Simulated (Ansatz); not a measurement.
The relaxed structure here is a generated cell of Bi2Te3: the first start was made by placing the elements on the sites of a structure type, and the end was not matched to a known phase here, so it may be hypothetical. Known forms of Bi2Te3 include space group No. 166.

A relaxed structure of Bi$_{2}$Te$_{3}$. The numbers are results of PBEsol (plane waves to 420 eV, PAW, scalar-relativistic; Ansatz, a quantum-chemistry and plane-wave program), not measurements.

```xyz
5
Lattice="3.7780 2.1812 3.8731 -3.7780 2.1812 3.8731 0.0000 -4.3625 3.8731" Properties=species:S:1:pos:R:3 pbc="T T T"
Te    -2.3039     0.0000     5.8097
Te     1.1520    -1.9953     5.8097
Te     1.1520     1.9953     5.8097
Bi     0.0000     0.0000     3.7719
Bi     0.0000     0.0000     7.8474
```

### Question
Find the space group and the Wyckoff positions (tolerance 0.01 Å).

### Answer
Space group R32, hexagonal axes (No. 155); a = b = 7.556 Å, c = 11.619 Å, α = β = 90.00°, γ = 120.00°

| atom | site | symmetry | x | y | z |
|---|---|---|---|---|---|
| Te | 9e | .2 | 0.3049 | 0.3049 | 0.5000 |
| Bi | 6c | 3. | 0.0000 | 0.0000 | 0.3246 |

### Question
Give the shortest distances between elements (the closest pairs, up to four, under 3.6 Å).

### Answer
Bi–Te 3.08 Å.

The volume per atom comes out as 38.30 Å³ and the density comes out as 6.94 g/cm³. The band gap is 0.36 eV, indirect (valence top at k = (0.3333, 0.3333, -0.5), conduction bottom at 30 % of the way from Γ to T) (no spin-orbit coupling). The smallest direct gap comes out as 0.77 eV at 78 % of the way from F to Γ.

No spin polarisation in the result. Spin-orbit coupling is missing; with elements this heavy it can move band edges by tenths of an eV or more.

The run could not lose the symmetry of its start, so the end can be a saddle point.
